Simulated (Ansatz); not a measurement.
BN:
Space group P6₃/mmc (No. 194); a = b = 2.498 Å, c = 13.743 Å, α = β = 90.00°, γ = 120.00°

```
atom  site  symmetry       x       y       z
----  ----  --------  ------  ------  ------
B       4f       3m.  0.3333  0.6667  0.1202
N       4f       3m.  0.6667  0.3333  0.1203
```

Relaxed with r²SCAN+D4.

**Question.** Which orbitals make up the states near the band edges in r²SCAN+D4 (plane waves, PAW; program Ansatz)?

**Answer.** Top 1 eV of the valence band: N 2p 92 %, B 2p 8 %. Bottom 1 eV of the conduction band: B 2p 86 %, N 2p 9 %. Projections are on Löwdin-orthogonalised atomic valence shells; empty p or d shells of many metals are not among them.

**Question.** Tabulate the density of states.

**Answer.** States/eV per cell of 8 atoms, in 0.25 eV bins, energy from the valence-band maximum.

```tsv
E (eV)	total	N 2p	B 2p	B 2s
-7.85	1.38	0.90	0.21	0.19
-7.60	1.47	0.97	0.21	0.22
-7.35	1.66	1.09	0.22	0.26
-7.10	1.71	1.12	0.25	0.26
-6.85	1.75	1.15	0.28	0.25
-6.60	1.78	1.16	0.31	0.23
-6.35	2.03	1.30	0.43	0.22
-6.10	2.23	1.41	0.52	0.21
-5.85	2.48	1.56	0.64	0.20
-5.60	2.69	1.69	0.72	0.19
-5.35	3.03	1.91	0.85	0.18
-5.10	3.19	2.03	0.93	0.16
-4.85	3.15	2.04	0.91	0.14
-4.60	4.81	3.11	1.48	0.14
-4.35	4.81	3.13	1.51	0.11
-4.10	3.45	2.28	1.04	0.08
-3.85	3.19	2.14	0.92	0.08
-3.60	3.17	2.14	0.93	0.06
-3.35	3.00	2.05	0.86	0.05
-3.10	3.10	2.15	0.87	0.05
-2.85	2.88	2.03	0.79	0.03
-2.60	2.79	2.00	0.74	0.03
-2.35	2.74	2.00	0.70	0.02
-2.10	2.78	2.08	0.67	0.01
-1.85	2.90	2.22	0.65	0.01
-1.60	2.79	2.21	0.57	0.00
-1.35	2.24	1.84	0.38	0.00
-1.10	2.18	1.86	0.31	0.00
-0.85	2.24	1.98	0.24	0.00
-0.60	1.99	1.82	0.15	0.00
-0.35	1.11	1.05	0.05	0.00
-0.10	0.65	0.63	0.01	0.00
0.15	0.00	0.00	0.00	0.00
0.40	0.00	0.00	0.00	0.00
0.65	0.00	0.00	0.00	0.00
0.90	0.00	0.00	0.00	0.00
1.15	0.00	0.00	0.00	0.00
1.40	0.00	0.00	0.00	0.00
1.65	0.00	0.00	0.00	0.00
1.90	0.00	0.00	0.00	0.00
2.15	0.00	0.00	0.00	0.00
2.40	0.00	0.00	0.00	0.00
2.65	0.00	0.00	0.00	0.00
2.90	0.00	0.00	0.00	0.00
3.15	0.00	0.00	0.00	0.00
3.40	0.00	0.00	0.00	0.00
3.65	0.00	0.00	0.00	0.00
3.90	0.00	0.00	0.00	0.00
4.15	0.00	0.00	0.00	0.00
4.40	0.09	0.01	0.07	0.00
4.65	0.89	0.06	0.79	0.00
4.90	1.73	0.13	1.53	0.00
5.15	1.42	0.17	1.18	0.00
5.40	1.11	0.15	0.82	0.03
5.65	2.24	0.21	1.75	0.06
5.90	2.23	0.26	1.70	0.05
6.15	2.42	0.35	1.79	0.05
6.40	1.92	0.31	1.28	0.06
6.65	1.79	0.31	1.11	0.07
6.90	1.74	0.32	1.01	0.08
7.15	1.75	0.33	0.95	0.09
7.40	1.96	0.37	1.00	0.11
7.65	2.13	0.41	1.04	0.13
7.90	1.84	0.40	0.92	0.10
8.15	0.96	0.22	0.50	0.05
8.40	1.03	0.25	0.49	0.06
8.65	1.24	0.31	0.56	0.07
8.90	1.48	0.34	0.64	0.11
9.15	1.47	0.30	0.61	0.14
```

Space group P6_3/mmc. The cell is a constructed one: a structure type filled with these elements. Its sites differ from those of the usual phase in this space group: another stacking or structure type. Symmetry was held in the r²SCAN+D4 relaxation; phonons on a q-mesh show weakly imaginary modes. The volume moved by 56 % from the start of the relaxation.

Potentials: the later of the program's two PAW sets.
